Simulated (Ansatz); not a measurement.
Ga₂Pt:
```
Ga2Pt
1.0
    0.00000     2.93389     2.93389
    2.93389     0.00000     2.93389
    2.93389     2.93389     0.00000
Ga Pt
2 1
Direct
  0.75000   0.75000   0.75000
  0.25000   0.25000   0.25000
  0.00000   0.00000   0.00000
```

Relaxed with LDA. Special points in fractions of this cell's reciprocal vectors: Γ (0.000, 0.000, 0.000); X (0.500, 0.000, 0.500); U (0.625, 0.250, 0.625); K (0.375, 0.375, 0.750); L (0.500, 0.500, 0.500); W (0.500, 0.250, 0.750).

Q: List the band energies nearest the Fermi level at these points for DFT-LDA in the program Ansatz with PAW potentials.

A: In eV from the Fermi level; about four levels below and three above (degenerate sets whole), none deeper than 8.9 eV; points with the same levels are listed once.

```csv
k,below,above
Γ,-5.20 -5.20 -5.20 -3.40 -3.40,0.06 5.28 5.28 5.28
X,-3.21 -2.93 -1.92 -1.92,1.97 4.26 10.55 10.55
U,-3.67 -3.06 -2.06 -0.74,2.81 6.21 7.80
L,-4.71 -4.71 -3.50 -3.30 -3.30,1.26 1.26 2.96
W,-3.11 -2.94 -2.94 -0.97,4.97 4.97 7.33
```

Space group Fm-3m (fluorite or antifluorite type). The first step of the workflow began from a Materials Project structure, measured or hypothetical; the Crystallography Open Database files this formula in space group No. 225, but the cells were not matched. Its standing as an ambient phase is unchecked. Symmetry was held in the LDA relaxation; of distortions, only those at the zone centre were tested. The run is not spin-polarised. Scalar-relativistic: spin–orbit coupling is off unless named, which matters more the heavier the elements.

Potentials: the later of the program's two PAW sets.
